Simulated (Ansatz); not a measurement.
This cell of Te (trigonal-Te type, space group P3_121) is off equilibrium:

```yaml
crystal:
  lattice:
    - [4.52090, 0.00000, 0.00000]
    - [-2.26045, 3.91521, 0.00000]
    - [0.00000, 0.00000, 5.95427]
  atoms:
    - { symbol: Te, position: [0.26811, 0.00000, 0.26112] }
    - { symbol: Te, position: [0.00000, 0.26811, 0.66667] }
    - { symbol: Te, position: [0.73189, 0.73189, 0.00000] }
```

Computed with PBE (plane waves to 420 eV, PAW, scalar-relativistic; Ansatz, an electronic-structure program). k mesh 7×7×5 (Γ-centred), Fermi-Dirac smearing 0.05 eV. E stands for the smeared free energy. Stress and pressure are positive under compression. As the smearing reaches across the gap at some points, energies and forces of such displacements shift with the k mesh and the smearing. Spin-orbit coupling is left out, though Te is heavy. Te was relaxed with its symmetry unable to fall.

What forces act on the atoms (eV/Å, Cartesian)?


| atom | Fx | Fy | Fz |
|---|---|---|---|
| Te1 | 0.945 | 0.430 | 2.072 |
| Te2 | -0.093 | 0.083 | -0.428 |
| Te3 | -0.852 | -0.512 | -1.644 |

Give the stress tensor in GPa and the pressure.


```
    3.0      2.2      4.2
    2.2      1.7      0.7
    4.2      0.7      2.4
```
The pressure, a third of the trace, is 2.4 GPa.

In it atom 1 sits (0.000, 0.000, -0.430) Å away from its relaxed site. What is its energy relative to the relaxed cell?

443 meV/cell.

(For displaced atoms, the force is minus the slope of the energy, and its curvature is a force constant, which sets phonon frequencies.)
